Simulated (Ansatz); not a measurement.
Rb₂PdC₂:
```cif
data_C2PdRb2
_chemical_formula_sum 'C2 Rb2 Pd1'
_space_group_name_H-M_alt 'P 1'
_space_group_IT_number 1
_cell_length_a 5.38569
_cell_length_b 5.38569
_cell_length_c 5.26699
_cell_angle_alpha 90.000
_cell_angle_beta 90.000
_cell_angle_gamma 120.000
loop_
_space_group_symop_operation_xyz
  'x, y, z'
loop_
_atom_site_label
_atom_site_type_symbol
_atom_site_fract_x
_atom_site_fract_y
_atom_site_fract_z
_atom_site_occupancy
C1 C 0.00000 0.00000 0.38014 1
C2 C 0.00000 0.00000 0.61986 1
Rb1 Rb 0.33333 0.66667 0.28350 1
Rb2 Rb 0.66667 0.33333 0.71650 1
Pd1 Pd 0.00000 0.00000 0.00000 1
```

Relaxed with r²SCAN. 

### Question
HSE06 on this cell (Ansatz, an electronic-structure program, PAW) gives a gap of 2.42 eV. What does r²SCAN give?

### Answer
1.73 eV.

Cost on shared cores: the r²SCAN run (SCF on a 6×6×5 mesh, then bands and DOS) roughly 80 core-seconds, the HSE06 run (SCF on 4×4×3, then a few points) around 3 core-minutes (rough); the tasks are unlike.

Space group P-3m1. The workflow started from an entry of the Crystallography Open Database (COD). Its standing as an ambient phase is unchecked. Symmetry was held in the r²SCAN relaxation; its stability against distortions is not shown here. The run is not spin-polarised. Scalar-relativistic: spin–orbit coupling is off unless named, which matters more the heavier the elements.

Potentials: the later of the program's two PAW sets.

Ansatz is a plane-wave DFT program.
